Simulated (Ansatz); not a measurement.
InAs (zinc blende, F-43m) at seven volumes, PBE (plane waves, PAW; program Ansatz), scaled uniformly. One row is withheld.

```json
[
 {"V (Å³/atom)": "26.933", "P (GPa)": "5.73"},
 {"V (Å³/atom)": "27.820", "P (GPa)": "3.48"},
 {"V (Å³/atom)": "28.708", "P (GPa)": "1.59"},
 {"V (Å³/atom)": "29.596", "P (GPa)": "0.00"},
 {"V (Å³/atom)": "30.484", "P (GPa)": "-1.33"},
 {"V (Å³/atom)": "31.372", "P (GPa)": "-2.45"},
 {"V (Å³/atom)": "32.260", "P (GPa)": "?"}
]
```

Q: Fit the shown pressures and predict the withheld one.

A: P = (3/2)B₀(x^(7/2) − x^(5/2))[1 + (3/4)(B′ − 4)(x − 1)] with x = (V₀/V)^(2/3). Least squares on the six rows gives V₀ = 29.597 Å³/atom, B₀ = 48.4 GPa, B′ = 4.81. At V = 32.260, x = 0.9442 and P = -3.39 GPa. The run itself gave -3.39 GPa.

Symmetry was held in the PBE relaxation; phonons on a q-mesh show no instability.

Potentials: the later of the program's two PAW sets.
